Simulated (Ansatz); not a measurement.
Ir$_{2}$Ru: computed properties

Theory: DFT PBE, scalar-relativistic, plane waves, PAW in Ansatz 0.2.0.

Settings: cutoff 420 eV, Γ-centred mesh 18×18×4 on the computed 6-atom cell, Gaussian smearing of 0.10 eV; no spin polarisation.

The structure is relaxed at this level of theory with its symmetry kept, and needn't be the ground state of this composition.

Space group P-3m1 (No. 164). a = 2.741 Å, b = 2.741 Å, c = 13.173 Å, α = 90.00°, β = 90.00°, γ = 120.00°
| atom | site | symmetry | x | y | z |
| --- | --- | --- | --- | --- | --- |
| Ru | 2d | 3m. | 0.6667 | 0.3333 | 0.9205 |
| Ir | 2d | 3m. | 0.6667 | 0.3333 | 0.2445 |
| Ir | 2d | 3m. | 0.6667 | 0.3333 | 0.5847 |

Formation energy from the elements' standard states (uncorrected)?

+0.014 eV/atom.

Kohn–Sham band gap?

none (metal).

Density of states at the Fermi level?

6.2 states/eV per cell.

Orbital (Löwdin) character within 0.5 eV of the Fermi level?

Ir 5d 67 %, Ru 4d 28 %.

Bader charge by site (e)?

Ru (2 in the cell) 0.12, Ir (2 in the cell) -0.11, Ir (2 in the cell) -0.01.

Spin-orbit coupling is left out, which matters for the bands of heavy elements.

The cell was found from a structure generator's guess, not taken from experiment. Löwdin shares on free-atom orbitals overweight diffuse shells.
